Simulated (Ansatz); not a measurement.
# Calculated field gradients at the nuclei for HfN under strain

The cell is a COD entry, relaxed with PBE at fixed cell and then changed (z stretched by 1 %, ions relaxed).

```cif
data_structure
_symmetry_space_group_name_H-M 'P 1'
_symmetry_Int_Tables_number 1
_cell_length_a 3.2107
_cell_length_b 3.2107
_cell_length_c 3.1947
_cell_angle_alpha 60.165
_cell_angle_beta 60.165
_cell_angle_gamma 59.670
_cell_volume 23.29
loop_
_atom_site_label
_atom_site_type_symbol
_atom_site_fract_x
_atom_site_fract_y
_atom_site_fract_z
_atom_site_occupancy
Hf1 Hf 0.00000 0.00000 0.00000 1
N2 N 0.50000 0.50000 0.50000 1
```

Atoms are numbered from 1 in the order listed; like atoms form one site, named after its first atom.

Method: Kohn–Sham DFT in Ansatz, PBE, plane waves and PAW, scalar-relativistic, 420 eV cutoff, Γ-centred 18×18×18 k-points, Fermi–Dirac smearing 0.05 eV.

V_zz is the principal component of the electric field gradient with the largest magnitude, η = (V_xx − V_yy)/V_zz and C_Q = eQV_zz/h.

Hf-179: I = 9/2, Q = 3793 mb; ¹⁴N: I = 1, Q = 20.44 mb. Nuclear quadrupole moments: year-2017 set (Pyykkö).

Task: Give the quadrupolar parameters of the distinct sites.

Result: 

| site | atoms (order as listed) | first shell | V_xx, V_yy, V_zz (10²¹ V/m²) | η | C_Q (MHz) |
| --- | --- | --- | --- | --- | --- |
| Hf | 1 | 6 N at 2.26–2.28 Å | -2.15, -2.15, 4.29 | 0.00 | 394 |
| N | 2 | 6 Hf at 2.26–2.28 Å | -0.17, -0.17, 0.34 | 0.00 | 0.166 |

An axis of threefold or higher order runs through Hf and N, so V_zz lies along it and η is zero.

With no gap above 0.1 eV, as in a metal, the gradients converge slowly in k; expect changes of a tenth or more on a denser mesh. Without spin–orbit coupling the gradients at and beside Hf can be off by some per cent, at some sites by more.
